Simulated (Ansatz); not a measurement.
CdI2-type CuI₂

Method: PBE, scalar-relativistic; collinear spin; PAW, 420 eV, Γ-centred 10×10×6 mesh, 0.05 eV Gaussian smearing; code Ansatz; PAW files: Ansatz's generated set soft_2.

```cif
data_structure
_symmetry_space_group_name_H-M 'P 1'
_symmetry_Int_Tables_number 1
_cell_length_a 3.9382
_cell_length_b 3.9382
_cell_length_c 7.6390
_cell_angle_alpha 90.000
_cell_angle_beta 90.000
_cell_angle_gamma 120.000
_cell_volume 102.60
loop_
_atom_site_label
_atom_site_type_symbol
_atom_site_fract_x
_atom_site_fract_y
_atom_site_fract_z
_atom_site_occupancy
Cu1 Cu 0.00000 0.00000 0.00000 1
I1 I 0.33333 0.66667 0.20972 1
I2 I 0.66667 0.33333 0.79028 1
```

The structure was built from a prototype; whether the compound forms in it isn't claimed.

The geometry is fixed. Moments are started on Cu in several ways. q is the propagation vector of an order in a doubled cell, in units of this cell's reciprocal vectors; doubled cells take an equivalent mesh or are counted from a ferromagnetic run in the same cell, unless said otherwise. Energies count from the first row, the state in which the cell was relaxed.

The starts:
- ferromagnetic
- no spin polarisation
- antiparallel, q = (0, 0, 1/2)
- antiparallel, q = (0, 1/2, 0)
- small parallel moments

Problem. Which start ends lowest, and how far above it lies the solution without spin polarisation?

Solution. Lowest, alike within 0.5 meV/atom: ferromagnetic; antiparallel, q = (0, 0, 1/2); antiparallel, q = (0, 1/2, 0); small parallel moments, though «no spin polarisation» lies within 0.5 meV/atom, too near to part. Without spin polarisation the energy is 0.5 meV/atom higher.

| start | largest typed moment (μB) | ΔE (meV/atom) | gap on the mesh (eV) | P (GPa) | final spin moments (μB) |
| --- | --- | --- | --- | --- | --- |
| ferromagnetic | 1.00 | 0.0 | metal | 0.0 | Cu 0.14; I 0.08 |
| no spin polarisation | 0.00 | 0.5 | metal | -0.1 | none |
| antiparallel, q = (0, 0, 1/2) | 1.00 | 0.0 | metal | 0.0 | Cu 0.11, -0.11; I 0.06, -0.06 |
| antiparallel, q = (0, 1/2, 0) | 1.00 | 0.0 | metal | 0.0 | Cu 0.14, -0.14 |
| small parallel moments | 0.50 | 0.0 | metal | 0.0 | Cu 0.14; I 0.08 |

Only orders that fit these small cells were tried, so the real crystal's order may be another.

These numbers lack spin–orbit coupling. So small a moment in a metal hangs on mesh and smearing, and semilocal functionals can overstate it, so the real crystal may have none. Site moments are of spin, integrated over atomic spheres. The structure is built of weakly bound layers, and this functional has no dispersion term, so their spacing and all that hangs on it (volume, the soft elastic constants, low modes, dielectric constants) are poorly given.
